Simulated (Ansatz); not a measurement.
Polymorphs of InAs, each relaxed with plane-wave PAW PBEsol (Ansatz code):

A: zinc blende (F-43m)
a = b = c = 6.087 Å, α = β = γ = 90.00°

| atom | site | symmetry | x | y | z |
|---|---|---|---|---|---|
| As | 4c | -43m | 0.2500 | 0.2500 | 0.2500 |
| In | 4a | -43m | 0.0000 | 0.0000 | 0.0000 |

B: wurtzite (P6_3mc)
a = 4.294 Å, b = 4.294 Å, c = 7.056 Å, α = 90.00°, β = 90.00°, γ = 120.00°

| atom | site | symmetry | x | y | z |
|---|---|---|---|---|---|
| In | 2b | 3m. | 0.3333 | 0.6667 | 0.0005 |
| As | 2b | 3m. | 0.3333 | 0.6667 | 0.3750 |

C: rock salt (Fm-3m)
a = b = c = 5.652 Å, α = β = γ = 90.00°

```json
[
 {"atom": "In", "site": "4b", "symmetry": "m-3m", "x": "0.5000", "y": "0.5000", "z": "0.5000"},
 {"atom": "As", "site": "4a", "symmetry": "m-3m", "x": "0.0000", "y": "0.0000", "z": "0.0000"}
]
```

Q: Put the candidates in order of energy per atom at 0 K, lowest first, for PBEsol.

A: A (+0 meV/atom), B (+8 meV/atom), C (+138 meV/atom)

Not the usual ambient phase: B; C. All cells were relaxed under the symmetry of their starts (and spin orders); stability against distortions was not tested throughout. Scalar-relativistic: spin–orbit coupling is off unless named, which matters more the heavier the elements.

Energies hold the estimated change up to a 700 eV cutoff; steps of a few meV lie near the error of the meshes.

Potentials: the later of the program's two PAW sets.
